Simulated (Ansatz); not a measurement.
Mg:
```yaml
crystal:
  lattice:
    - [3.19529, 0.00000, 0.00000]
    - [-1.59765, 2.76721, 0.00000]
    - [0.00000, 0.00000, 5.10756]
  atoms:
    - { symbol: Mg, position: [0.33333, 0.66667, 0.75000] }
    - { symbol: Mg, position: [0.66667, 0.33333, 0.25000] }
```

Relaxed with r²SCAN. Special points in fractions of this cell's reciprocal vectors: Γ (0.000, 0.000, 0.000); M (0.500, 0.000, 0.000); K (0.333, 0.333, 0.000); A (0.000, 0.000, 0.500); L (0.500, 0.000, 0.500); H (0.333, 0.333, 0.500).

Q: List the band energies nearest the Fermi level at these points for plane-wave PAW r²SCAN (Ansatz code).

A: In eV from the Fermi level; about four levels below and three above (degenerate sets whole), none deeper than 8.9 eV; … stands for higher levels left out; points with the same levels are listed once.

```
k                    below                    above
-  -----------------------  -----------------------
Γ        -7.47 -1.84 -1.04  11.60 11.60 11.78 11.78
M              -2.44 -2.27           2.86 3.15 3.74
K        -0.87 -0.66 -0.66           4.43 4.43 4.77
A              -5.93 -5.93              5.69 5.69 …
L  -1.29 -1.29 -0.41 -0.41              8.57 8.57 …
H                        –      0.12 0.12 0.57 0.57
```

Space group P6_3/mmc (hcp (Mg type)). Symmetry was held in the r²SCAN relaxation; of distortions, only those at the zone centre were tested.

Potentials: the earlier of the program's two PAW sets.
